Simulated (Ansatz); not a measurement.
Level: r2SCAN, no spin polarisation; 500 eV; 7×7×4 Γ-centred mesh; fermi-dirac occupations (width 0.1 eV); Ansatz 0.2.0, fixed geometry.

Computed maps in the lattice plane spanned by a (left to right, 5.84 Å, 18 points from zero) and b (bottom to top, 5.84 Å, 18 points from zero), 120° apart, at height 0.000 along c. The fields are smooth PAW ones with compensation charges, not the true ones near nuclei.

Valence density. Digits on a logarithmic scale: 0 up to 0.03 e/Å³, each further digit a factor of 1.6, 9 from 1.3 e/Å³ up:
```
998533444444335899
985334556554335899
753345788754335788
433468999864334555
334589999854333333
345799999754333333
445899998544444444
446899986444556554
445788754445788754
445565544468999864
444444444589999854
333333345799999754
333333345899998543
455543346899986433
788753345788754335
999853345565543358
999853344444433589
999743344444334799
```

ELF. Ten even steps from '0' (0.00) to '9' (0.86):
```
898102333333201898
982023322233202899
610232233223201688
002323212323200121
123231001323210000
333220002233322222
332310013233333333
332321232333322233
332233223332233223
333222333323212323
333333333231001323
322222333220002233
100001232310013232
012100232321232320
688610232233223201
999820233222332028
889810233333320189
389601333333310698
```

Task: The cell is YNb₆In₆. Which atoms lie within 0.2 Å of this plane, and where (fractions of a and b)?

Result: Y at (0.00, 0.00), In at (0.33, 0.67), In at (0.67, 0.33). The whole cell:
```xyz
13
Lattice="5.8379 0.0000 0.0000 -2.9190 5.0558 0.0000 0.0000 0.0000 9.6594" Properties=species:S:1:pos:R:3 pbc="T T T"
Y     0.0000    0.0000    0.0000
In   -0.0003    3.3707    4.8297
In    2.9187    1.6851    4.8297
In   -0.0003    3.3707    0.0000
In    2.9187    1.6851    0.0000
In    0.0000    0.0000    3.1879
In    0.0000    0.0000    6.4715
Nb   -1.4595    2.5279    2.4083
Nb    2.9190    0.0000    2.4083
Nb    1.4595    2.5279    2.4083
Nb    2.9190    0.0000    7.2511
Nb   -1.4595    2.5279    7.2511
Nb    1.4595    2.5279    7.2511
```

Origin: a known structure type with other elements, at an estimated volume, so it need not be a known compound.
